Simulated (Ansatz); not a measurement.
Q: Name crystals whose computed values (the program Ansatz at the LDA level (PAW)) fall in these windows: electron conductivity mass (mₑ) 0.085 to 0.11; B₀ by P(V) fit (GPa) 33 to 47.

A: 

```json
[
 {"crystal": "SnSe, Pnma (Sn on 4c, Se on 4c)", "electron conductivity mass (mₑ)": "0.100", "B₀ by P(V) fit (GPa)": "39.7"},
 {"crystal": "GeAs, C2/m (Pearson symbol mS24)", "electron conductivity mass (mₑ)": "0.085", "B₀ by P(V) fit (GPa)": "38.1"}
]
```
Others may fit too.

Typed or built starts, not in the databases checked: GeAs, C2/m (Pearson symbol mS24). Weakly bound layers, chains or molecules computed without a dispersion correction, so cells and soft constants are ill determined: SnSe, Pnma (Sn on 4c, Se on 4c); GeAs, C2/m (Pearson symbol mS24). All cells were relaxed under the symmetry of their starts (and spin orders); stability against distortions was not tested throughout. Scalar-relativistic: spin–orbit coupling is off unless named, which matters more the heavier the elements.

Potentials: the earlier of the program's two PAW sets. The files were generated under PBE; for other functionals the program regenerates the frozen cores, and for LDA and PBEsol the local potential too.
